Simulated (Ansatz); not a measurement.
Relaxed Mo (bcc, W type):

```
CELL_PARAMETERS angstrom
     -3.15061     3.15061     3.15061
      1.57530    -1.57530     1.57530
      1.57530     1.57530    -1.57530
ATOMIC_POSITIONS crystal
  Mo 0.00000 0.00000 0.00000
  Mo 0.50000 0.00000 0.00000
```

In each cell atom 1 (Mo, nearest neighbour Mo at 2.729 Å; its periodic images, 2.7 Å or more away, move with it) moves by s·(-0.577, -0.577, 0.577) (along a lattice vector), the rest being held.

Level of theory: r2SCAN (plane waves to 500 eV, PAW, scalar-relativistic; Ansatz, an electronic-structure program). k mesh 17×17×17 (Γ-centred), Fermi-Dirac smearing 0.05 eV. Energies are smeared free energies. With partly filled bands, energies and forces of such displacements shift with the k mesh and the smearing. On this mesh the relaxed cell isn't quite at rest: it carries a pressure of 0.1 GPa (compression positive) at the zero of the scan. Mo is run without spin polarisation. Mo was relaxed with its symmetry unable to fall. ΔE is measured from the undisplaced structure. The last digit holds for this mesh only.

| s (Å) | ΔE (meV/cell) |
|---|---|
| -0.820 | 1113.2 |
| -0.656 | 939.9 |
| -0.492 | 634.5 |
| -0.328 | 309.6 |
| -0.164 | 80.4 |
| 0.000 | 0.0 |
| 0.164 | 80.4 |
| 0.328 | 309.6 |
| 0.492 | 634.5 |
| 0.656 | 939.9 |
| 0.820 | 1113.2 |

Problem. What force constant k = d²E/ds² at s = 0 does the table give?

Solution. 6.1 eV/Å². It is the second difference of the nearest points, corrected with the next pair.

Problem. With k = 6.08 eV/Å² from the forces, is the well harmonic out to s = 0.820 Å?

Solution. ½ks² = 2043 meV/cell against the computed 1113 meV/cell, so the well is softer than harmonic there.

(A displaced cell: forces are minus the slopes of the energy, force constants its curvatures, and phonons follow from these.)
